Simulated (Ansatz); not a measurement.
## GdBi in the CsCl-type structure

Computed with Ansatz (plane waves, PAW, 420 eV cutoff): PBEsol, scalar-relativistic, collinear spin, Γ-centred 8×8×8 mesh, 0.05 eV Gaussian smearing. The datasets are Ansatz's generated set soft_2.

```
Gd Bi
1.0
     3.85297    0.00000    0.00000
     0.00000    3.85297    0.00000
     0.00000    0.00000    3.85297
Gd Bi
1 1
Direct
  0.00000 0.00000 0.00000
  0.50000 0.50000 0.50000
```

This is a trial structure: such lanthanide and actinide compounds mostly take the rock-salt structure.

Magnetic state: ferromagnetic, site spin moments Gd 7.08; Bi -0.07 μB.

The cell has space group Pm-3m (read at 0.01 Å). In it the stress is -0.01, -0.01, -0.01, 0.00, 0.00, 0.00 GPa and the largest force component 0.000 eV/Å. Each change below starts from this cell, without further relaxation. Stress is in GPa, positive in compression, in the order xx, yy, zz, yz, xz, xy; energies are counted from the cell above and are free energies with the smearing's entropy, which match forces and stress in a metal.

Q: What happens when atom 1 (Gd) is moved by 0.02 Å along x?

A: The energy changes by 0.4 meV per cell, and the force on it along the shift is -0.0393 eV/Å (−F/u = 1.96 eV/Å²). Stress: -0.01, 0.00, 0.00, 0.00, 0.00, 0.00.
```tsv
atom	Fx (eV/Å)	Fy	Fz
Gd1	-0.039	0.000	0.000
Bi2	0.039	0.000	0.000
```

Q: What stress follows from an engineering strain of -1 % in xy, atoms carried along?

A: -0.01, -0.01, 0.01, 0.00, 0.00, -0.23 GPa; the energy changes by -0.4 meV per cell.
The stress changes with the wrong sign for a stable crystal (a clamped-atom constant of about -23 GPa), so the cell is unstable against this strain on this mesh; in a metal a finer mesh can change the sign.

Without a U the 4f levels of Gd lie too near the Fermi level, so their share of the states there, and what hangs on it, is overstated. These numbers lack spin–orbit coupling. The run wasn't fully tested for a lower electronic state. Site moments are of spin, integrated over atomic spheres. Only parallel moments were tried, so the real magnetic order may be another.
